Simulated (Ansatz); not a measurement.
ZnIn2S4:
```xyz
7
Lattice="1.9150 1.1056 11.9723 -1.9150 1.1056 11.9723 0.0000 -2.2112 11.9723" Properties=species:S:1:pos:R:3 pbc="T T T"
S      0.0000     0.0000    19.3955
S      0.0000     0.0000    25.1135
S      0.0000     0.0000     4.6709
S      0.0000     0.0000    34.3841
Zn     0.0000     0.0000    21.8651
In     0.0000     0.0000    30.1092
In     0.0000     0.0000     2.2388
```

Relaxed with LDA. Special points in fractions of this cell's reciprocal vectors: Γ (0.000, 0.000, 0.000); T (0.500, 0.500, 0.500); H2 (0.828, 0.172, 0.500); H0 (0.500, -0.172, 0.172); L (0.500, 0.000, 0.000); S0 (0.336, -0.336, 0.000); S2 (0.664, 0.000, 0.336); F (0.500, 0.000, 0.500).

Problem. List the band energies nearest the valence-band maximum at these points for the program Ansatz at the LDA level (PAW).

Solution. In eV from the valence-band maximum; about four levels below and three above (degenerate sets whole), none deeper than 8.9 eV; points with the same levels are listed once.

| k | below | above |
|---|---|---|
| Γ | -1.46 -1.46 -0.55 0.00 0.00 | 0.31 1.87 2.53 |
| T | -1.48 -1.48 -1.43 0.00 0.00 | 1.06 1.62 2.57 |
| H2 | -2.84 -2.41 -1.71 -0.69 | 2.12 2.31 2.76 |
| L | -1.84 -1.62 -1.20 -0.66 | 0.82 1.35 2.60 |
| S0 | -2.83 -2.41 -1.70 -0.69 | 2.12 2.32 2.76 |
| F | -2.37 -1.71 -1.13 -0.85 | 1.03 1.47 2.61 |

Space group R3m. The workflow started from an entry of the Crystallography Open Database (COD), which files this formula under 3 space groups. Whether it is the stable phase at ambient conditions was not checked. Symmetry was held in the LDA relaxation; its stability against distortions is not shown here. A crystal of weakly bound layers computed without a dispersion correction: the cell and the soft elastic constants depend strongly on that. Scalar-relativistic: spin–orbit coupling is off unless named, which matters more the heavier the elements.

Potentials: the later of the program's two PAW sets.
